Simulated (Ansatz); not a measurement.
Data:

AlIr:
```yaml
crystal:
  lattice:
    - [1.42719, -4.80641, 0.00000]
    - [1.42719, 4.80641, 0.00000]
    - [0.00000, 0.00000, 4.20238]
  atoms:
    - { symbol: Al, position: [0.65008, 0.34992, 0.25000] }
    - { symbol: Ir, position: [0.91187, 0.08813, 0.25000] }
    - { symbol: Al, position: [0.34992, 0.65008, 0.75000] }
    - { symbol: Ir, position: [0.08813, 0.91187, 0.75000] }
```

This is the PBEsol-relaxed structure.

Task: All from PBEsol (plane waves, PAW; program Ansatz), unless another level is named. Estimate the bulk modulus (Birch–Murnaghan fit).

Result: 207 GPa.

Task: Give the highest zone-centre frequency.

Result: 293 cm⁻¹.

Space group Cmcm. The start of the workflow was typed in or built on a structure type; neither database checked (COD, Materials Project) lists it. Its standing as an ambient phase is unchecked. Symmetry was held in the PBEsol relaxation; whether a distortion lowers the energy is not shown. No spin polarisation was allowed. As this level gives no gap, phonon frequencies hold no LO–TO term and depend on the k-mesh and smearing (Fermi–Dirac, 0.1 eV here). Spin–orbit coupling is left out wherever it is not named.

Potentials: the later of the program's two PAW sets.
